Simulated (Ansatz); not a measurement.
ScCu: stiffness from a series of strains

```xyz
2
Lattice="3.2560 0.0000 0.0000 0.0000 3.2560 0.0000 0.0000 0.0000 3.2560" Properties=species:S:1:pos:R:3 pbc="T T T"
Sc    1.6280    1.6280    1.6280
Cu    0.0000    0.0000    0.0000
```

Atom numbers follow the list: Sc1, Cu2.

The cell comes from COD entry 1523972, which wasn't checked; take it as a given geometry.

Computed with Ansatz 0.2.0, DFT, LDA, all-electron LAPW, scalar-relativistic.

Sampling and basis: a Γ-centred 11×11×11 k mesh, Fermi–Dirac smearing of 0.05 eV, basis error target 0.5 meV/atom, no spin polarisation.

The strain is applied along the Cartesian axes of the cell as listed (the other components stay zero). Fractional coordinates are held (clamped ions).

σ is the change of stress from the unstrained cell, which is at -7.60 GPa; tension is positive, so slopes are stress–strain coefficients at that pressure. In a metal the k mesh adds noise.

Only quantities that a quadratic follows smoothly over the whole series are listed; rougher ones are left out.

```
εxx = εyy  σzz (GPa)  σxx (GPa)
  -0.0200      -2.75      -3.57
   0.0000       0.00       0.00
   0.0100       1.16       1.53
   0.0200       2.14       2.94
```

Question: Fit the series and read off the stiffness at zero strain.

Answer: Least-squares fits y = p0 + p1 x + p2 x² to the rows give σzz (GPa): p1 = 122, p2 = -780; σxx (GPa): p1 = 163, p2 = -770. So 2 C12 = 122 GPa and C11 + C12 = 163 GPa.

Question: One run, at εxx = εyy = -0.0100, is withheld. Predict its row.

Answer: The fits give -1.30, -1.71; the run gave -1.31, -1.69.
